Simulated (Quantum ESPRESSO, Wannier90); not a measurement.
**Tight-binding from DFT: BeS (zinc blende)**

Cell from Materials Project (mp-422), symmetrised, no further relaxation. COD (Crystallography Open Database) has an entry of this formula and space group (matched by these alone). Computed values, not measurements, from PBEsol: Quantum ESPRESSO (norm-conserving PseudoDojo potentials, cutoff 71 Ry, no spin polarisation, no spin-orbit coupling) on a Γ-centred 12×12×12 mesh, then Wannier90. Density: 12×12×12 mesh, cold smearing 0.01 Ry.

On the energy scale of pw.x, whose zero is arbitrary, the valence-band maximum lies at 5.35 eV.

Input w.win:

```
num_bands = 1
num_wann = 1
exclude_bands = 1,3-16
num_iter = 800
conv_tol = 1.0e-6
conv_window = 4
write_hr = true
write_u_matrices = true
auto_projections = true
begin unit_cell_cart
ang
    0.0000000000    2.4351500000    2.4351500000
    2.4351500000    0.0000000000    2.4351500000
    2.4351500000    2.4351500000    0.0000000000
end unit_cell_cart
begin atoms_frac
Be   0.0000000000  0.0000000000  0.0000000000
S    0.2500000000  0.2500000000  0.2500000000
end atoms_frac
mp_grid = 12 12 12
begin kpoints
0.0000000000 0.0000000000 0.0000000000
0.0000000000 0.0000000000 0.0833333333
0.0000000000 0.0000000000 0.1666666667
... (1725 more lines: the 12x12x12 mesh through Gamma)
end kpoints
```

Input of pw2wannier90.x that gives the overlap and projection files (equivalent; here they were cut from one run over all bands):

```
&inputpp
  outdir = './out'
  prefix = 'pwscf'
  seedname = 'w'
  write_amn = .true.
  write_mmn = .true.
  atom_proj = .true.
  atom_proj_exclude = 1 2 4 5 6
/
```

Output w.wout (banner and timings cut):

```
                                    ------
                                    SYSTEM
                                    ------

                              Lattice Vectors (Ang)
                    a_1     0.000000   2.435150   2.435150
                    a_2     2.435150   0.000000   2.435150
                    a_3     2.435150   2.435150   0.000000

                   Unit Cell Volume:      28.88066  (Ang^3)

                        Reciprocal-Space Vectors (Ang^-1)
                    b_1    -1.290102   1.290102   1.290102
                    b_2     1.290102  -1.290102   1.290102
                    b_3     1.290102   1.290102  -1.290102

 *----------------------------------------------------------------------------*
 |   Site       Fractional Coordinate          Cartesian Coordinate (Ang)     |
 +----------------------------------------------------------------------------+
 | be   1   0.00000   0.00000   0.00000   |    0.00000   0.00000   0.00000    |
 | s    1   0.25000   0.25000   0.25000   |    1.21758   1.21758   1.21758    |
 *----------------------------------------------------------------------------*
                                ------------
                                K-POINT GRID
                                ------------

             Grid size = 12 x 12 x 12      Total points = 1728

 *---------------------------------- MAIN ------------------------------------*
 |  Number of Wannier Functions               :                 1             |
 |  Number of Objective Wannier Functions     :                 1             |
 |  Number of input Bloch states              :                 1             |
 |  Output verbosity (1=low, 5=high)          :                 1             |
 |  Timing Level (1=low, 5=high)              :                 1             |
 |  Optimisation (0=memory, 3=speed)          :                 3             |
 |  Length Unit                               :               Ang             |
 |  Post-processing setup (write *.nnkp)      :                 F             |
 |  Using Gamma-only branch of algorithms     :                 F             |
 *----------------------------------------------------------------------------*
 *------------------------------- WANNIERISE ---------------------------------*
 |  Total number of iterations                :               800             |
 |  Number of CG steps before reset           :                 5             |
 |  Trial step length for line search         :             2.000             |
 |  Convergence tolerence                     :         0.100E-05             |
 |  Convergence window                        :                 4             |
 |  Iterations between writing output         :                 1             |
 |  Iterations between backing up to disk     :               100             |
 |  Write r^2_nm to file                      :                 F             |
 |  Write xyz WF centres to file              :                 F             |
 |  Write on-site energies <0n|H|0n> to file  :                 F             |
 |  Use guiding centre to control phases      :                 F             |
 |  Use phases for initial projections        :                 F             |
 *----------------------------------------------------------------------------*
 *-------------------------------- PLOTTING ----------------------------------*
 |  Plotting Hamiltonian in WF basis          :                 T             |
 *----------------------------------------------------------------------------*

 *---------------------------------- K-MESH ----------------------------------*
 +----------------------------------------------------------------------------+
 |                    Distance to Nearest-Neighbour Shells                    |
 |                    ------------------------------------                    |
 |          Shell             Distance (Ang^-1)          Multiplicity         |
 |          -----             -----------------          ------------         |
 |             1                   0.186210                      8            |
 |             2                   0.215017                      6            |
 |             3                   0.304080                     12            |
 |             4                   0.356565                     24            |
 |             5                   0.372420                      8            |
 |             6                   0.430034                      6            |
 |             7                   0.468619                     24            |
 |             8                   0.480793                     24            |
       ... (lines left out)
 +----------------------------------------------------------------------------+
 | The b-vectors are chosen automatically                                     |
 | The following shells are used:                       1                     |
 +----------------------------------------------------------------------------+
 |                        Shell   # Nearest-Neighbours                        |
 |                        -----   --------------------                        |
 |                          1               8                                 |
 +----------------------------------------------------------------------------+
 | Completeness relation is fully satisfied [Eq. (B1), PRB 56, 12847 (1997)]  |
 +----------------------------------------------------------------------------+
 |                  b_k Vectors (Ang^-1) and Weights (Ang^2)                  |
 |                  ----------------------------------------                  |
 |            No.         b_k(x)      b_k(y)      b_k(z)        w_b           |
 |            ---        --------------------------------     --------        |
 |             1         0.107509    0.107509   -0.107509    10.814942        |
 |             2         0.107509   -0.107509    0.107509    10.814942        |
 |             3        -0.107509    0.107509    0.107509    10.814942        |
 |             4         0.107509    0.107509    0.107509    10.814942        |
 |             5        -0.107509   -0.107509    0.107509    10.814942        |
 |             6        -0.107509    0.107509   -0.107509    10.814942        |
 |             7         0.107509   -0.107509   -0.107509    10.814942        |
 |             8        -0.107509   -0.107509   -0.107509    10.814942        |
 +----------------------------------------------------------------------------+
 |                           b_k Directions (Ang^-1)                          |
 |                           -----------------------                          |
 |            No.           x           y           z                         |
 |            ---        --------------------------------                     |
 |             1         0.107509    0.107509   -0.107509                     |
 |             2         0.107509   -0.107509    0.107509                     |
 |             3        -0.107509    0.107509    0.107509                     |
 |             4         0.107509    0.107509    0.107509                     |
 +----------------------------------------------------------------------------+

 Starting a new Wannier90 calculation ...

 Reading overlaps from w.mmn

 Reading projections from w.amn

 *------------------------------- WANNIERISE ---------------------------------*
 +--------------------------------------------------------------------+<-- CONV
 | Iter  Delta Spread     RMS Gradient      Spread (Ang^2)            |<-- CONV
 +--------------------------------------------------------------------+<-- CONV

 ------------------------------------------------------------------------------
 Initial State
  WF centre and spread    1  (  1.217575,  1.217575,  1.217575 )     1.20317812
  Sum of centres and spreads (  1.217575,  1.217575,  1.217575 )     1.20317812

      0     0.120E+01     0.0000000000        1.2031781226  <-- CONV
        O_D=      0.0000077 O_OD=      0.0000000 O_TOT=      1.2031781 <-- SPRD
 ------------------------------------------------------------------------------
      1    -0.150E-06     0.0001092178        1.2031779730  <-- CONV
        O_D=      0.0000075 O_OD=      0.0000000 O_TOT=      1.2031780 <-- SPRD
      2    -0.273E-08     0.0000232594        1.2031779703  <-- CONV
        O_D=      0.0000075 O_OD=      0.0000000 O_TOT=      1.2031780 <-- SPRD
      3    -0.353E-12     0.0000072255        1.2031779703  <-- CONV
        O_D=      0.0000075 O_OD=      0.0000000 O_TOT=      1.2031780 <-- SPRD
      4    -0.225E-09     0.0000072200        1.2031779701  <-- CONV
        O_D=      0.0000075 O_OD=      0.0000000 O_TOT=      1.2031780 <-- SPRD
             <<<     Delta < 1.000E-06  over  4 iterations     >>>
             <<< Wannierisation convergence criteria satisfied >>>
 Final State
  WF centre and spread    1  (  1.217575,  1.217575,  1.217575 )     1.20317797
  Sum of centres and spreads (  1.217575,  1.217575,  1.217575 )     1.20317797

         Spreads (Ang^2)       Omega I      =     1.203170448
        ================       Omega D      =     0.000007522
                               Omega OD     =     0.000000000
    Final Spread (Ang^2)       Omega Total  =     1.203177970
```
